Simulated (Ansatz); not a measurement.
Relaxed Cu (fcc, Cu type):

```xyz
4
Lattice="3.5634 0.0000 0.0000 0.0000 3.5634 0.0000 0.0000 0.0000 3.5634" Properties=species:S:1:pos:R:3 pbc="T T T"
Cu     0.0000     0.0000     0.0000
Cu     1.7817     1.7817     0.0000
Cu     1.7817     0.0000     1.7817
Cu     0.0000     1.7817     1.7817
```

In each cell atom 4 (Cu, nearest neighbour Cu at 2.520 Å; its periodic images, 3.6 Å or more away, move with it) moves by s·(1.000, 0.000, 0.000) (along Cartesian x), the rest being held.

Computed with PBEsol (plane waves to 420 eV, PAW, scalar-relativistic; Ansatz, an electronic-structure program). k mesh 11×11×11 (Γ-centred), Fermi-Dirac smearing 0.05 eV. The energy includes the smearing's −TS. With partly filled bands, energies and forces of such displacements shift with the k mesh and the smearing. Cu is run without spin polarisation. Cu was relaxed with its symmetry unable to fall. The PAW data are Ansatz's earlier set. The zero of ΔE is the undisplaced structure.

### Question
Give the computed ΔE (eV/cell) at s (Å) = -0.250, -0.150, -0.100, -0.050, 0.100, 0.250.

### Answer
| s (Å) | ΔE (eV/cell) |
|---|---|
| -0.250 | 0.247 |
| -0.150 | 0.088 |
| -0.100 | 0.039 |
| -0.050 | 0.010 |
| 0.100 | 0.039 |
| 0.250 | 0.247 |

(A displaced cell: forces are minus the slopes of the energy, force constants its curvatures, and phonons follow from these.)
